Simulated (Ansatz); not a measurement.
SiC:
```
CELL_PARAMETERS angstrom
      0.00000     2.17817     2.17817
      2.17817     0.00000     2.17817
      2.17817     2.17817     0.00000
ATOMIC_POSITIONS crystal
  C  0.75000 0.75000 0.75000
  Si 0.00000 0.00000 0.00000
```

Relaxed with r²SCAN. Plane-wave PAW r²SCAN (Ansatz code) gives a gap of 1.71 eV.

Question: What gap does HSE06 give on the same cell (Ansatz, PAW)?

Answer: 2.23 eV, 0.51 eV more. The hybrid was solved on a coarser mesh and at special points; its gap is the smallest among all of these.

```json
[
 {"k": "Γ", "v1 r²SCAN": "0.00", "c1 r²SCAN": "6.82", "v1 HSE06": "[?]", "c1 HSE06": "[?]"},
 {"k": "X", "v1 r²SCAN": "-3.33", "c1 r²SCAN": "1.71", "v1 HSE06": "-3.49", "c1 HSE06": "2.23"},
 {"k": "L", "v1 r²SCAN": "-1.11", "c1 r²SCAN": "5.99", "v1 HSE06": "[?]", "c1 HSE06": "[?]"},
 {"k": "W", "v1 r²SCAN": "-4.81", "c1 r²SCAN": "5.72", "v1 HSE06": "[?]", "c1 HSE06": "[?]"},
 {"k": "K", "v1 r²SCAN": "-2.71", "c1 r²SCAN": "3.54", "v1 HSE06": "[?]", "c1 HSE06": "[?]"}
]
```

Question: Top valence (v1) and lowest conduction level (c1) in eV from each method's valence maximum (which need not be a listed point): supply the withheld HSE06 values.

Answer: 
- L, v1 HSE06: -1.15
- L, c1 HSE06: 6.64
- W, v1 HSE06: -5.05
- W, c1 HSE06: 6.33
- K, v1 HSE06: -2.84
- K, c1 HSE06: 4.09
- Γ, v1 HSE06: 0.00
- Γ, c1 HSE06: 7.53

Cost on shared cores: the r²SCAN run (SCF on a 11×11×11 mesh, then bands and DOS) about 15 core-seconds (a rough figure), the HSE06 run (SCF on 8×8×8, then a few points) roughly 60 core-seconds; the tasks are unlike.

Space group F-43m (zinc blende). Symmetry was held in the r²SCAN relaxation.

Potentials: the later of the program's two PAW sets.
